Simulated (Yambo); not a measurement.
Yambo run on AlP (zinc blende, space group F-43m, No. 216). The wavefunctions are norm-conserving LDA (Quantum ESPRESSO, 48 Ry, no spin-orbit coupling) ones on a 4×4×4 mesh (4 occupied bands); a = 3.8377 Å, b = 3.8377 Å, c = 3.8377 Å, α = 60.00°, β = 60.00°, γ = 60.00°.

Yambo input:

```
rim_cut
gw0
dyson
el_el_corr
HF_and_locXC
ppa
em1d
RandQpts= 1000000
RandGvec= 1 Ry
EXXRLvcs= 48 Ry
VXCRLvcs= 192 Ry
Chimod= "HARTREE"
% BndsRnXp
 1 | 47 |
%
NGsBlkXp= 2 Ry
% LongDrXp
 1.0 | 1.0 | 1.0 |
%
PPAPntXp= 27.2114 eV
% GbndRnge
 1 | 47 |
%
GTermKind= "BG"
DysSolver= "n"
ExtendOut
% QPkrange
 1 | 1 | 4 | 5 |
 7 | 7 | 5 | 5 |
%
```

k points by index: 1 = Γ, 7 = X.

Table of the .qp output:

```
#    K-point    Band    Eo [eV]    E [eV]    E-Eo [eV]    Vxc [eV]    Vnlxc [eV]    Sc|Eo [eV]    Sc|E [eV]    dSc/dw|Eo [eV]    Re(Z)    Im(Z)
#
    1    4    0.000000    -0.383499    -0.383499    -11.85273    -14.11329    1.771459    1.877065    -7.491277    0.784126    -0.001600
    1    5    3.242477    3.680806    0.438330    -10.19679    -5.600109    -4.044094    -4.158354    -7.090773    0.793282    -0.001560
    7    5    1.420363    1.680107    0.259745    -8.516814    -4.615573    -3.577717    -3.641496    -6.678347    0.802936    -0.001510
```
(The two width columns are left out.) Convergence of these settings isn't established.

Geometry relaxed with LDA.
